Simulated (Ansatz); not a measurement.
# Sensitivity of the gradients in MoS2 to the input

This input was run with Ansatz:

```yaml
crystal:
  lattice:
    - [3.185432313, 0.0, 0.0]
    - [-1.5927161565, 2.7586653051, 0.0]
    - [0.0, 0.0, 13.178390907]
  atoms:
    - { symbol: Mo, position: [0.0, 0.0, 0.25], spin: 2.0, spin_axis: [0, 0, 1] }
    - { symbol: Mo, position: [0.0, 0.0, 0.75], spin: 2.0, spin_axis: [0, 0, -1] }
    - { symbol: S, position: [0.3333333333, 0.6666666667, 0.36774304] }
    - { symbol: S, position: [0.6666666667, 0.3333333333, 0.63225696] }
    - { symbol: S, position: [0.6666666667, 0.3333333333, 0.86774304] }
    - { symbol: S, position: [0.3333333333, 0.6666666667, 0.13225696] }
magnetization:
  noncollinear: true
  spin_orbit: true
kpoints:
  mp_grid: { grid: [11, 11, 3] }
scf:
  occupations: { method: fermi_dirac, width: 0.02 }
hamiltonian:
  xc: pbe
  pseudopotentials: { kind: paw_fr }
output:
  forces: true
  stress: true
  populations: true
  efg:
    quadrupole_moments_barn: { Mo: -0.022, S: -0.0694 }
    contact_densities: true
  write_density: true
  write_potential: true
  elf: true
  volumetric_format: npy
basis:
  xc_grid: 2
```

```sh
ansatz run input.yaml --threads 4 --pin off --max-ram 10240MiB --backend cpu --events-out ev --progress --plain --runs-dir out
```

It converged. Of its output the block on the nuclei alone is shown, without the SCF iterations, energies, forces and stress (one atom of each set):

```
--- PAW observables at the nuclei: V_zz in 10²¹ V/m², potentials from the cell's mean, atoms counted from 1 ---
  atom   1  Mo V_zz =    -7.898053   η = 0.0000   by run symmetry: allowed   C_q = +4.2014 MHz
            electrostatic potential = -6352.236332 V   contact ρ = 596229.522455 e/Å³
  atom   3  S  V_zz =    -5.721973   η = 0.0000   by run symmetry: allowed   C_q = +9.6020 MHz
            electrostatic potential = -1635.392690 V   contact ρ = 19772.785889 e/Å³
```

**Question.** Can these gradients be trusted, and how do they compare with a run on standard settings?

**Answer.** They agree with the standard run. Against the standard input the change is `hamiltonian.pseudopotentials`: {kind: paw} → {kind: paw_fr}; `magnetization`: {spin_polarized: true} → {noncollinear: true, spin_orbit: true}; `basis.xc_grid`: not typed → 2. A site carries the number of its first atom; V_zz in 10²¹ V/m².

```
site  V_zz standard  η standard  V_zz here  η here
  Mo          -7.87        0.00      -7.90    0.00
   S          -5.74        0.00      -5.72    0.00
```

The largest change of V_zz is on Mo, from -7.87 to -7.90. SCF iterations: 11 and 15. New warnings: stress scf threshold loose.

On the reference run: Without spin–orbit coupling (the program notes it for Mo) the gradients are little affected as a rule: paired runs on crystals with a gap mostly move them by under 2 % at such atoms. The start moments die out, and the run ends without spin.
